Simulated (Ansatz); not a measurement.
Profile along the Cu–Cu line in ZrCu5 (space group F-43m)

ZrCu₅ (space group F-43m)

```xyz
6
Lattice="0.0000 3.3560 3.3560 3.3560 0.0000 3.3560 3.3560 3.3560 0.0000" Properties=species:S:1:pos:R:3 pbc="T T T"
Zr     0.0000     0.0000     0.0000
Cu     1.6780     1.6780     1.6780
Cu     4.1894     4.1894     4.1894
Cu     2.5225     2.5225     4.1894
Cu     2.5225     4.1894     2.5225
Cu     4.1894     2.5225     2.5225
```

Fields along a shortest Cu–Cu line of a {100} plane (2.36 Å), from Cu to Cu, interpolated on the slice's grid (step about 0.1 Å). Computed with LDA (plane waves to 420 eV, PAW, scalar-relativistic; Ansatz, a program for electronic structure). k mesh 12×12×12. Inside the PAW spheres the values are not all-electron values, and peaks at nuclei hang on which shells count as valence. ZrCu5 is run without spin polarisation. ZrCu5 was relaxed with its symmetry unable to fall.

| distance from Cu (Å) | valence electron density (e/Å³) | electron localisation function |
|---|---|---|
| 0.00 | 69.96 | x |
| 0.24 | 40.70 | x |
| 0.47 | 10.00 | x |
| 0.71 | 1.94 | 0.21 |
| 0.94 | 0.55 | 0.20 |
| 1.18 | 0.39 | 0.23 |
| 1.42 | 0.55 | 0.20 |
| 1.65 | 1.94 | 0.21 |
| 1.89 | 9.99 | x |
| 2.12 | 40.66 | x |
| 2.36 | 69.80 | x |

x: too close to a nucleus for the ELF to mean much.

Density on the Cu–Cu line (2.36 Å) at its midpoint: 0.39 e/Å³. ELF at that point: 0.23.
